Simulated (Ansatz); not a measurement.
**Elastic constants of TiHg (P4/mmm), step by step**

```xyz
2
Lattice="2.9706 0.0000 0.0000 0.0000 2.9706 0.0000 0.0000 0.0000 4.0477" Properties=species:S:1:pos:R:3 pbc="T T T"
Ti    1.4853    1.4853    2.0239
Hg    0.0000    0.0000    0.0000
```

Unless marked otherwise, the numbers come from PBEsol, all-electron LAPW in Ansatz 0.2.0, scalar-relativistic. k mesh 14×14×10, strains of ±0.005, Fermi-Dirac smearing of 0.100 eV, basis error target 1 meV/atom. The cell was relaxed by PAW under this functional.

The cell is tetragonal and carries a residual pressure of 0.01 GPa at this level. Each strain component that symmetry leaves independent is applied at ±0.005, the ions relax wherever a strain frees them, and the stress (tension positive, GPa) is read. Shears are engineering strains, γ = 2ε.

```json
{"strain": "xx", "size": "-0.005", "σxx": "-0.8577", "σyy": "-0.4666", "σzz": "-0.5584", "σyz": "0.0000", "σxz": "0.0000", "σxy": "0.0000"}
{"strain": "xx", "size": "+0.005", "σxx": "0.8144", "σyy": "0.4512", "σzz": "0.5093", "σyz": "0.0000", "σxz": "0.0000", "σxy": "0.0000"}
{"strain": "zz", "size": "-0.005", "σxx": "-0.5460", "σyy": "-0.5460", "σzz": "-0.8801", "σyz": "0.0000", "σxz": "0.0000", "σxy": "0.0000"}
{"strain": "zz", "size": "+0.005", "σxx": "0.5218", "σyy": "0.5218", "σzz": "0.8216", "σyz": "0.0000", "σxz": "0.0000", "σxy": "0.0000"}
{"strain": "yz", "size": "-0.005", "σxx": "-0.0060", "σyy": "-0.0049", "σzz": "-0.0231", "σyz": "-0.4329", "σxz": "0.0000", "σxy": "0.0000"}
{"strain": "yz", "size": "+0.005", "σxx": "-0.0060", "σyy": "-0.0049", "σzz": "-0.0231", "σyz": "0.4329", "σxz": "0.0000", "σxy": "0.0000"}
{"strain": "xy", "size": "-0.005", "σxx": "-0.0028", "σyy": "-0.0028", "σzz": "-0.0216", "σyz": "0.0000", "σxz": "0.0000", "σxy": "-0.1811"}
{"strain": "xy", "size": "+0.005", "σxx": "-0.0028", "σyy": "-0.0028", "σzz": "-0.0216", "σyz": "0.0000", "σxz": "0.0000", "σxy": "0.1811"}
```

A central difference gives one constant, for example C11 ≈ (0.8144 − (-0.8577))/(0.01) = 167.2 GPa; the program then imposes the crystal's symmetry on the whole matrix.

Task: What are the independent elastic constants?

Result: C11 = 167.2, C12 = 91.8, C13 = 106.8, C33 = 170.2, C44 = 86.6, C66 = 36.2 GPa.

Task: Is the crystal stable against homogeneous strain?

Result: The least eigenvalue of the 6×6 matrix is 36.2 GPa, so yes.

Task: What moduli does a random aggregate of grains have?

Result: Voigt and Reuss bounds: B from 123.5 to 123.9 and G from 44.6 to 55.2 GPa; their means are B = 123.7 and G = 49.9 GPa. Then E = 9BG/(3B + G) = 131.9 GPa, ν = (3B − 2G)/(6B + 2G) = 0.322 and B/G = 2.48, on the ductile side of Pugh's 1.75 (a rule of thumb).

Task: With the density of 11.551 g/cm³, how fast does sound travel, and what Debye temperature follows?

Result: 

```
direction  slow (m/s)  middle (m/s)  fast (m/s)
        x        1771          2738        3805
        y        1771          2738        3805
        z        2738          2738        3838
```

The mean of v⁻³ over directions and branches gives v_m = 2279 m/s and θ_D = (ħ/k_B) v_m (6π²n)^(1/3) = 260 K, n being atoms per volume. Young's modulus spans 82 to 165 GPa over directions, and the universal anisotropy index is 1.19.

Task: How far do the constants move if PAW replaces LAPW in the same cell?

Result: 

```tsv
constant	LAPW (GPa)	PAW (GPa)	difference
C11	167.2	167.1	-0.1
C12	91.8	91.7	-0.1
C13	106.8	106.8	0.0
C33	170.2	170.1	-0.1
C44	86.6	86.6	0.0
C66	36.2	36.2	0.0
```

Task: How do the constants change if the ions are clamped to the homogeneous strain?

Result: None moves by more than 0.3 GPa: by symmetry a homogeneous strain puts no force on these sites.

Caveats: responses of metals move with mesh and smearing; no spin-orbit coupling on heavy atoms; the softest shear constant rests on one k mesh, and a soft shear can herald a distortion on cooling; elastic stability says nothing of phonons or of other phases; the frozen-core PAW files of the compared runs were fitted under PBE, their cores solved anew for this functional.
